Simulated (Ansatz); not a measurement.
TiAl₃ (Cu3Au type, Pm-3m) at seven volumes, DFT-r²SCAN in the program Ansatz with PAW potentials, scaled uniformly. One row is withheld.

```tsv
V (Å³/atom)	P (GPa)
14.076	?
14.540	8.11
15.004	3.75
15.468	0.00
15.932	-3.23
16.396	-6.01
16.860	-8.40
```

**Question.** Fit the shown pressures and predict the withheld one.

**Answer.** P = (3/2)B₀(x^(7/2) − x^(5/2))[1 + (3/4)(B′ − 4)(x − 1)] with x = (V₀/V)^(2/3). Least squares on the six rows gives V₀ = 15.468 Å³/atom, B₀ = 116 GPa, B′ = 4.01. At V = 14.076, x = 1.0649 and P = 13.22 GPa. The run itself gave 13.17 GPa.

The workflow started from a Materials Project entry (that database holds measured and hypothetical structures alike); the Crystallography Open Database copy checked does not list it. With Ti and Al taken as one species the cell has the higher symmetry Fm-3m, so it may be an ordered model of a mixed-site phase. Its standing as an ambient phase is unchecked. Symmetry was held in the r²SCAN relaxation; of distortions, only those at the zone centre were tested. No spin polarisation was allowed.

Potentials: the earlier of the program's two PAW sets.
